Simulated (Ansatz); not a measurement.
**Profile along the B–B line in ZrB2 (AlB2 type, space group P6/mmm)**

ZrB2 (AlB2 type, space group P6/mmm)

```
ZrB2
1.0
    3.16770     0.00000     0.00000
   -1.58385     2.74331     0.00000
    0.00000     0.00000     3.55026
Zr B
1 2
Direct
  0.00000   0.00000   0.00000
  0.33333   0.66667   0.50000
  0.66667   0.33333   0.50000
```

Fields along a shortest B–B line of a (0001) plane (1.83 Å), from B to B, interpolated on the slice's grid (step about 0.2 Å). These are r2SCAN (plane waves to 500 eV, PAW, scalar-relativistic; Ansatz, a quantum-chemistry and plane-wave program) values and carry that method's errors. k mesh 17×17×13. These are valence fields of a PAW run, semicore shells included where kept as valence: close to a nucleus they are smooth pseudo fields. ZrB2 is run without spin polarisation. ZrB2 was relaxed with its symmetry unable to fall.

```csv
distance from B (Å),valence electron density (e/Å³),electron localisation function
0.00,0.23,x
0.18,0.37,x
0.37,0.68,x
0.55,0.79,0.63
0.73,0.76,0.83
0.92,0.74,0.86
1.10,0.76,0.83
1.28,0.78,0.63
1.46,0.67,x
1.65,0.38,x
1.83,0.21,x
```

x: too close to a nucleus for the ELF to mean much.

Density on the B–B line (1.83 Å) at its midpoint: 0.74 e/Å³. ELF at that point: 0.9. ELF maximum in the middle third of the B–B line: 0.86, 0.9 Å from B.
